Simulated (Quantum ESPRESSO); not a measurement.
**Band energies of CaC2**

```
CaC2
1.0
    3.29783    -2.08128     0.00000
    3.29783     2.08128     0.00000
   -2.19799     0.00000     7.04938
C Ca
4 2
Direct
  0.42071   0.13967   0.56012
  0.57929   0.86033   0.43988
  0.86033   0.57929   0.93988
  0.13967   0.42071   0.06012
  0.17452   0.82548   0.75000
  0.82548   0.17452   0.25000
```

LDA (Quantum ESPRESSO, PseudoDojo norm-conserving, 82 Ry, without SOC); path ΓYFLI,I1ZF1,YX1,XΓN,MΓ; energies in eV from the valence-band maximum.

| k (1/Å) | point | band 14 | band 15 | band 16 | band 17 | band 18 | band 19 | band 20 | band 21 |
|---|---|---|---|---|---|---|---|---|---|
| 0.00 | Γ | -1.17 | -0.90 | -0.83 | -0.55 | -0.40 | 3.05 | 3.91 | 4.32 |
| 0.40 |  | -1.52 | -1.25 | -0.99 | -0.51 | -0.44 | 3.59 | 3.76 | 4.36 |
| 0.80 |  | -1.91 | -1.38 | -1.17 | -0.67 | -0.66 | 2.13 | 4.81 | 5.37 |
| 1.00 | Y | -1.96 | -1.25 | -1.17 | -0.81 | -0.70 | 1.85 | 5.12 | 5.39 |
| 1.00 | F | -2.05 | -1.29 | -1.19 | -0.74 | -0.67 | 1.99 | 4.90 | 5.48 |
| 1.30 | L | -2.45 | -1.33 | -1.33 | -0.59 | -0.59 | 3.23 | 3.23 | 5.49 |
| 1.55 |  | -2.32 | -1.52 | -1.52 | -0.43 | -0.43 | 3.69 | 3.69 | 5.22 |
| 1.81 | I | -2.00 | -1.64 | -1.64 | -0.31 | -0.31 | 4.34 | 4.34 | 5.19 |
| 1.81 | I1 | -2.00 | -1.64 | -1.64 | -0.31 | -0.31 | 4.34 | 4.34 | 5.19 |
| 2.01 |  | -1.79 | -1.53 | -1.53 | -0.32 | -0.32 | 4.13 | 4.13 | 5.79 |
| 2.41 |  | -1.69 | -1.02 | -1.02 | -0.34 | -0.34 | 3.82 | 3.82 | 5.03 |
| 2.81 | Z | -1.55 | -0.81 | -0.81 | -0.34 | -0.34 | 3.72 | 3.72 | 4.46 |
| 3.17 |  | -1.62 | -1.16 | -1.03 | -0.51 | -0.38 | 2.80 | 3.92 | 5.02 |
| 3.53 |  | -1.99 | -1.21 | -1.19 | -0.77 | -0.61 | 2.01 | 4.57 | 5.74 |
| 3.71 | F1 | -2.05 | -1.29 | -1.19 | -0.74 | -0.67 | 1.99 | 4.90 | 5.48 |
| 3.71 | Y | -1.96 | -1.25 | -1.17 | -0.81 | -0.70 | 1.85 | 5.12 | 5.39 |
| 3.93 |  | -2.01 | -1.42 | -1.31 | -0.63 | -0.53 | 2.30 | 5.13 | 5.24 |
| 4.14 | X1 | -1.96 | -1.66 | -1.42 | -0.50 | -0.25 | 3.30 | 4.96 | 4.99 |
| 4.14 | X | -1.96 | -1.66 | -1.42 | -0.50 | -0.25 | 3.30 | 4.96 | 4.99 |
| 4.50 |  | -1.62 | -1.57 | -1.30 | -0.38 | 0.00 | 4.12 | 4.48 | 5.03 |
| 4.86 |  | -1.22 | -1.18 | -0.71 | -0.54 | -0.16 | 3.90 | 4.03 | 4.22 |
| 5.22 | Γ | -1.17 | -0.90 | -0.83 | -0.55 | -0.40 | 3.05 | 3.91 | 4.32 |
| 5.77 |  | -1.52 | -1.19 | -0.89 | -0.45 | -0.15 | 3.62 | 4.23 | 4.78 |
| 6.13 | N | -2.06 | -1.24 | -1.07 | -0.22 | -0.19 | 3.41 | 4.17 | 5.26 |
| 6.13 | M | -1.62 | -1.25 | -0.98 | -0.58 | -0.25 | 2.70 | 4.78 | 5.45 |
| 6.29 |  | -1.63 | -1.23 | -1.00 | -0.52 | -0.22 | 2.81 | 4.78 | 5.21 |
| 6.60 |  | -1.41 | -1.08 | -0.92 | -0.52 | -0.16 | 3.46 | 4.21 | 4.66 |
| 7.07 | Γ | -1.17 | -0.90 | -0.83 | -0.55 | -0.40 | 3.05 | 3.91 | 4.32 |

The LDA gap is indirect, 1.85 eV, from 33 % of the way from X to Γ to Y; the smallest direct gap is 2.55 eV.

Geometry of the Materials Project entry, not relaxed at this level.

The structure is a Materials Project entry; no match was found in the copy of COD used, and its stability was not checked.
